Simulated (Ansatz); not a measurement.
## Calculated with Ansatz: InS$_{3}$, single run

Run with:

```bash
ansatz run input.yaml --threads 1 --pin off --max-ram 2560MiB --backend cpu --events-out ev --progress --plain --runs-dir out
```

input.yaml:

```yaml
crystal:
  lattice:
    - [1.63741, -5.12296, 0.0]
    - [0.0, 2.823153, -4.57773]
    - [7.195399, 5.12296, 0.0]
  atoms:
    - { symbol: S, position: [0.8333, 0.75, 0.75] }
    - { symbol: S, position: [0.25, 0.3333, 0.75] }
    - { symbol: S, position: [0.6667, 0.1667, 0.75] }
    - { symbol: S, position: [0.1667, 0.25, 0.25] }
    - { symbol: S, position: [0.75, 0.6667, 0.25] }
    - { symbol: S, position: [0.3333, 0.8333, 0.25] }
    - { symbol: In, position: [0.0, 0.0, 0.0] }
    - { symbol: In, position: [0.5, 0.5, 0.5] }
  symmetry: { tolerance: 0.0003 }
kpoints:
  mp_grid: { grid: [4, 4, 4], shift: [0, 0, 0] }
magnetization:
  spin_polarized: false
scf:
  occupations: { method: gaussian, width: 0.0128 }
hamiltonian:
  pseudopotentials: { kind: paw }
  xc: r2scan
basis:
  ecutwfc: 500
  ecutrho_ratio: 6
output:
  forces: true
  stress: true
  eigenvalues: true
```

Origin of the cell: a known structure type with other elements, at an estimated volume, so it need not be a known compound.

Output (shortened):

```
Warning: crystal.lattice misses the space group found at crystal.symmetry.tolerance 3.0e-4 in a digit that the deck types, which is why this is a warning: making the lattice exact moves one o […]
Pseudopotentials: kind: paw
Pseudopotential: S, paw, valence charge 6, recommended cutoff 500 eV (meta_gga), S.paw.azcp
Pseudopotential: In, paw, valence charge 13, recommended cutoff 500 eV (meta_gga), In.paw.azcp
Functional definition: r2SCAN
  exchange = r2scan_x(k0 = k0, k1 = k1, a1 = a1)
  correlation = r2scan_c
Crystal: 8 atoms, lattice volume = 207.143 Å³
Basis set: ecut = 500 eV, 5215 PW (Γ), exchange–correlation on 200×200×320 points (64 copies of the dense FFT grid, shifted against one another)
Bands: 39, of which v1, the nominal top of the filled ones, is band 31 counted from 1 (30 counted from 0)
Symmetry: 12 space group operations
[… 8 lines left out …]
Initial density: superposition of atomic densities (neutral atoms: chi_scale 0, normalization atom), corrected by the library's trained network
Functional: x = r2scan, c = r2scan; τ floored in thin density (d = 2e-4 eV/Å³)
SCF iter   1: F=—  HF=-16655.844383 eV  Δρ=7.49e-3  dr2=1.46e-1  dr2_τ=2.32e-2
SCF iter   2: F=—  HF=-16655.859408 eV  Δρ=3.47e-3  dr2=1.99e-2  dr2_τ=1.65e-3  defer=39
SCF iter   3: F=—  HF=-16655.854717 eV  Δρ=6.38e-4  dr2=5.63e-4  dr2_τ=4.55e-5  defer=26
SCF iter   4: F=—  HF=-16655.854746 eV  Δρ=1.54e-4  dr2=3.23e-5  dr2_τ=1.20e-6  defer=26
SCF iter   5: F=—  HF=-16655.854898 eV  Δρ=2.19e-5  dr2=6.43e-7  dr2_τ=2.79e-8  defer=26
SCF iter   6: F=—  HF=-16655.854900 eV  Δρ=6.77e-6  dr2=1.09e-7  dr2_τ=2.19e-9
SCF iter   7: F=-16655.854900 eV  HF=-16655.854900 eV  Δρ=1.61e-6  dr2=3.49e-9  dr2_τ=1.51e-10
SCF 1 converged in 7 iterations: F = -16655.854900 eV  dr2 = 3.49e-9
SCF converged after 7 iterations
Free energy (F): -16655.854900 eV
Harris-Foulkes:  -16655.854900 eV  (|F-HF|=4.77e-9)
Internal energy: -16655.854292 eV  (E = F + TS)
E sigma→0 (E₀):  -16655.854596 eV
Entropy (-TS):   -0.000607 eV (-0.076 meV/atom)
Fermi energy:    5.424162 eV
--- Per-component energies (eV) ---
  E_band       = -257.180882
  E_kinetic    = 1108.421785
  E_local      = -3992.218440  (includes V_loc(G=0)·N_el)
  E_nonlocal   = 911.553717
  E_hartree    = 1549.846564
  E_xc         = -941.430529
  E_vxc        = -767.024340  (∫ρ·V_xc dr)
  E_paw        = -12027.843359  (= ΣΔE_a)
  E_vpaw       = -659.547189  (= ΣTr[D̂ρ^β])
  E_aug_tail   = 0.000005  (compensation charges beyond the density's cutoff)
  E_vtau       = 41.942512  (kinetic-family band-sum trace: ∫τ·v_τ [+ j·A + Jᵃ·Aᵃ] dr)
  E_ewald      = -3265.456526
  E_core_change = 1.272491  (= ΣΔE_core)
  E_smearing   = -0.000607  (= −TS)
  Σ components = -16655.854900   (vs F -16655.854900, Δ=0.00e0)
--- Forces (eV/Å), atoms counted from 1 ---
  atom   1  S     -0.028804     0.090118    -0.000000
  atom   2  S      0.000000    -0.049662     0.080527
  atom   3  S      0.028804    -0.040456    -0.080526
  atom   4  S      0.028804    -0.090118     0.000000
  atom   5  S     -0.000000     0.049662    -0.080527
  atom   6  S     -0.028804     0.040456     0.080526
  atom   7  In     0.000000     0.000000     0.000000
  atom   8  In    -0.000000    -0.000000    -0.000000
  max |Σ_I F_I| component: 4.16e-17 eV/Å
--- Stress (GPa, compression-positive) ---
        0.138874       0.561833       0.346491
        0.561833      -1.439357       0.110746
        0.346491       0.110746      -1.550632
  P = ⅓ Tr σ = -0.9504 GPa (-9.504 kbar)
```

Caveats: the k mesh is coarse if the cell is a metal.

It ran for 14 s of wall time on 1 CPU thread(s) of a shared host, from the program's own first density.
